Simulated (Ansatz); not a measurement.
Pd (fcc, Cu type)

```yaml
crystal:
  lattice:
    - [0.00000, 1.93777, 1.93777]
    - [1.93777, 0.00000, 1.93777]
    - [1.93777, 1.93777, 0.00000]
  atoms:
    - { symbol: Pd, position: [0.00000, 0.00000, 0.00000] }
```

The volume is varied about the relaxed value V₀ at fixed cell shape. Symmetry pins the atoms to their sites.

Computed with PBEsol (plane waves to 420 eV, PAW, scalar-relativistic; Ansatz, an electronic-structure program). k mesh 21×21×21 (Γ-centred), Fermi-Dirac smearing 0.05 eV. Energies are smeared free energies. Pd is run without spin polarisation. Pd was relaxed with its symmetry unable to fall. The PAW data are Ansatz's earlier set. The zero of ΔE is the relaxed starting cell. The last digit holds for this mesh only.

```
V (Å³/atom)  ΔE (meV/atom)
-----------  -------------
13.097               116.3
13.461                61.7
13.825                25.9
14.189                 6.1
14.553                 0.0
14.916                 5.5
15.280                20.9
15.644                44.7
16.008                75.7
```

Task: What is the fitted pressure derivative B₀′?

Result: 5.4.

Task: What bulk modulus B₀ follows from a third-order Birch-Murnaghan fit?

Result: 204 GPa. Check by three points about V = 14.553 Å³/atom, step 0.728: d²E/dV² ≈ (26 − 2·0 + 21) meV / 0.728² = 0.0888 eV/Å⁶, and V·d²E/dV² × 160.2 = 207 GPa.

(Under strain, the slope of the energy per volume gives the stress and its curvature an elastic modulus.)
